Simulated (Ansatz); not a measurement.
**Question.** Each is relaxed and computed with PBE+D3(BJ) (plane waves, PAW; program Ansatz). Which is the only metal?
A) FeC8, P6/mmm (C on 6l, C on 2c, Fe on 1b)
B) C12S13Zn4, Fm-3m (Pearson symbol cF232)
C) SiC, P6_3/mmc (Si on 2c, C on 2d)
D) C8H4FeN6Ni, Pmmm (Pearson symbol oP20)

**Answer.** A, FeC8, P6/mmm (C on 6l, C on 2c, Fe on 1b). FeC8: metal; C8H4FeN6Ni: gap 1.04 eV (indirect); C12S13Zn4: gap 1.28 eV; SiC: gap 0.98 eV (indirect). Spin orders computed, not proven ground states: FeC8, P6/mmm (C on 6l, C on 2c, Fe on 1b) antiferromagnetic. Constructed cells (a structure type filled with these elements, in neither database checked): FeC8, P6/mmm (C on 6l, C on 2c, Fe on 1b); C8H4FeN6Ni, Pmmm (Pearson symbol oP20); C12S13Zn4, Fm-3m (Pearson symbol cF232). Typed or built starts, not in the databases checked: SiC, P6_3/mmc (Si on 2c, C on 2d). Not the usual ambient phase: SiC, P6_3/mmc (Si on 2c, C on 2d). All cells were relaxed under the symmetry of their starts (and spin orders); stability against distortions was not tested throughout. Cells of antiferromagnets are given as chemical subcells. Rows with no word on spin ran without spin polarisation.

Potentials: the later of the program's two PAW sets.
